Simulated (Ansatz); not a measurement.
**SnH$_{3}$: reading a single point**

```
CELL_PARAMETERS angstrom
6.36152 0.00000 0.00000
0.00000 4.03834 0.00000
-2.39963 0.00000 7.48296
ATOMIC_POSITIONS crystal
H 0.33231 0.24894 0.21238
H 0.66769 0.74894 0.28762
H 0.66769 0.75106 0.78762
H 0.33231 0.25106 0.71238
H 0.33029 0.74521 0.95125
H 0.66971 0.24521 0.54875
H 0.66971 0.25479 0.04875
H 0.33029 0.75479 0.45125
H 0.00099 0.22956 0.88136
H 0.99901 0.72956 0.61864
H 0.99901 0.77044 0.11864
H 0.00099 0.27044 0.38136
Sn 0.19793 0.99784 0.04907
Sn 0.80207 0.49784 0.45093
Sn 0.80207 0.00216 0.95093
Sn 0.19793 0.50216 0.54907
```

Single point in Ansatz 0.2.0 with r2SCAN, no spin polarisation. Cutoff 500 eV, PAW datasets, 4×6×4 Γ-centred k mesh, fermi-dirac filling (width 0.1 eV).

Q: Is the cell too large or too small?

A: The pressure is 17.2 GPa (compression positive), so with the atoms held at these fractions the cell would first expand; the forces are large, so a full relaxation may end otherwise. The principal stresses 8.6, 8.9, 34.2 GPa differ, so its shape would change too.

Q: What is the formation energy?

A: 1.02 eV an atom against the elements' usual phases (free molecules for gases, crystals otherwise, with no correction for O₂ or N₂), so at this geometry it isn't bound against them. Relaxing would lower it.

Q: Where is the largest force?

A: The largest is on Sn13 (and as large on other atoms): 7.76 eV/Å, components (7.37, -0.08, 2.43). It makes 61° with the line to a nearest neighbour, H1 at 1.65 Å.

Q: Metal or insulator?

A: It is a metal, with about 4.7 states/eV a cell as the mean within 0.25 eV of the Fermi level, mostly Sn p (51 %) and H s (32 %).

Origin: a known structure type with other elements, at an estimated volume, so it need not be a known compound. Caveats: atoms or cell far from equilibrium.
